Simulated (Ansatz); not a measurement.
Mg:
```
CELL_PARAMETERS angstrom
      3.14663     0.00000     0.00000
     -1.57331     2.72506     0.00000
      0.00000     0.00000     5.03825
ATOMIC_POSITIONS crystal
  Mg 0.33333 0.66667 0.25000
  Mg 0.66667 0.33333 0.75000
```

Relaxed with LDA. Special points in fractions of this cell's reciprocal vectors: Γ (0.000, 0.000, 0.000); M (0.500, 0.000, 0.000); K (0.333, 0.333, 0.000); A (0.000, 0.000, 0.500); L (0.500, 0.000, 0.500); H (0.333, 0.333, 0.500).

Q: List the band energies nearest the Fermi level at these points for LDA (plane waves, PAW; program Ansatz).

A: In eV from the Fermi level; about four levels below and three above (degenerate sets whole), none deeper than 8.9 eV; … stands for higher levels left out; points with the same levels are listed once.

```
k                    below                    above
-  -----------------------  -----------------------
Γ        -7.18 -1.66 -1.14  11.09 11.09 11.23 11.23
M              -2.25 -2.25           2.77 3.12 3.51
K        -0.69 -0.67 -0.67           4.26 4.26 4.56
A              -5.70 -5.70              5.41 5.41 …
L  -1.15 -1.15 -0.47 -0.47              8.20 8.20 …
H                        –      0.17 0.17 0.67 0.67
```

Space group P6_3/mmc (hcp (Mg type)). The LDA relaxation kept the symmetry of its start.

Potentials: the later of the program's two PAW sets.
